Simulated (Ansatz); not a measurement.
Co2C in space group P-3m1 (No. 164; C on 1a, Co on 2d) under volume change, the program Ansatz at the PBEsol level (PAW), shape and atoms relaxed at each volume.

| V (Å³/atom) | E − E(relaxed) (meV/atom) | P (GPa) |
|---|---|---|
| 8.153 | 58.3 | 24.74 |
| 8.422 | (withheld) | (withheld) |
| 8.690 | 5.8 | 7.18 |
| 8.959 | 0.0 | -0.01 |
| 9.228 | 5.1 | -5.86 |
| 9.497 | 18.9 | -10.50 |
| 9.765 | (withheld) | (withheld) |

Task: Fill in the missing entries.

Result: 
- 9.765, E − E(relaxed) (meV/atom): 40.0
- 9.765, P (GPa): -14.43
- 8.422, E − E(relaxed) (meV/atom): 24.9
- 8.422, P (GPa): 15.76

Task: What does a third-order Birch–Murnaghan fit give for V₀, B₀ and B′?

Result: V₀ = 8.97 Å³/atom, B₀ = 210 GPa, B′ = 4.7.

A made-up cell: these elements were put on the sites of a structure type; neither database checked (COD, Materials Project) lists it. COD files the formula under space group No. 58. Whether it is the stable phase at ambient conditions was not checked. Symmetry was held in the PBEsol relaxation; its stability against distortions is not shown here. The workflow began spin-polarised and lost its moments.

Potentials: the earlier of the program's two PAW sets. The files were generated under PBE; for other functionals the program regenerates the frozen cores, and for LDA and PBEsol the local potential too.
